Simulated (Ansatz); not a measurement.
TiPt3, in the lowest among the structures calculated here: Pm-3m (No. 221), cP4, Cu3Au type; a = 3.948 Å, b = 3.948 Å, c = 3.948 Å, α = 90.00°, β = 90.00°, γ = 90.00°; Ti 1a (0.000, 0.000, 0.000); Pt 3c (0.000, 0.500, 0.500). Calculation: PBE (plane waves to 420 eV, PAW, scalar-relativistic; Ansatz, a first-principles code). Element references, the lowest calculated here: Pt (Fm-3m), Ti (P6₃/mmc).

Total energies (eV/atom, σ → 0; comparable only within this code, potentials and settings):

| phase | E (eV/atom) |
|---|---|
| TiPt3 (Pm-3m) | -10018.035 |
| Pt (Fm-3m) | -12523.016 |
| Ti (P6₃/mmc) | -2499.667 |

Question: What is the formation energy of this Pm-3m form of TiPt3 from the elements?

Answer: E_f = -10018.035 − [1 × (-2499.667) + 3 × (-12523.016)] / 4 = -0.86 eV/atom (-3.4 eV per formula unit).

Static energies, no anion corrections, no zero-point energy. Values are rounded to 0.01 eV/atom. Spin-orbit coupling is missing from these energies, which matters for elements this heavy. The compounds carry no spin polarisation.
